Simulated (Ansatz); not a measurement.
**Profile along the Hf–Hf line in Hf (hcp, Mg type)**

Hf (hcp, Mg type)

```cif
data_Hf2
_chemical_formula_sum 'Hf2'
_space_group_name_H-M_alt 'P63/mmc'
_space_group_IT_number 194
_space_group_name_Hall '-P 6c 2c'
_cell_length_a 3.20421
_cell_length_b 3.20421
_cell_length_c 5.06906
_cell_angle_alpha 90.000
_cell_angle_beta 90.000
_cell_angle_gamma 120.000
loop_
_atom_site_label
_atom_site_type_symbol
_atom_site_symmetry_multiplicity
_atom_site_Wyckoff_symbol
_atom_site_fract_x
_atom_site_fract_y
_atom_site_fract_z
_atom_site_occupancy
Hf1 Hf 2 d 0.66667 0.33333 0.25000 1
```

Fields along a shortest Hf–Hf line of a (0001) plane (3.20 Å), from Hf to Hf, interpolated on the slice's grid (step about 0.3 Å). All values below come from PBE (plane waves to 420 eV, PAW, scalar-relativistic; Ansatz, an electronic-structure program). k mesh 17×17×9. These are valence fields of a PAW run, semicore shells included where kept as valence: close to a nucleus they are smooth pseudo fields. Hf is run without spin polarisation. Hf was relaxed with its symmetry unable to fall. Spin-orbit coupling is left out, though Hf is heavy.

```csv
distance from Hf (Å),valence electron density (e/Å³),electron localisation function
0.00,35.55,x
0.16,31.82,x
0.32,22.81,x
0.48,13.11,x
0.64,6.09,0.77
0.80,2.38,0.59
0.96,0.86,0.33
1.12,0.38,0.16
1.28,0.24,0.15
1.44,0.19,0.23
1.60,0.19,0.29
1.76,0.19,0.23
1.92,0.24,0.15
2.08,0.38,0.16
2.24,0.86,0.33
2.40,2.38,0.59
2.56,6.09,0.77
2.72,13.11,x
2.88,22.81,x
3.04,31.82,x
3.20,35.55,x
```

x: too close to a nucleus for the ELF to mean much.

Density on the Hf–Hf line (3.20 Å) at its midpoint: 0.19 e/Å³. ELF at that point: 0.29.
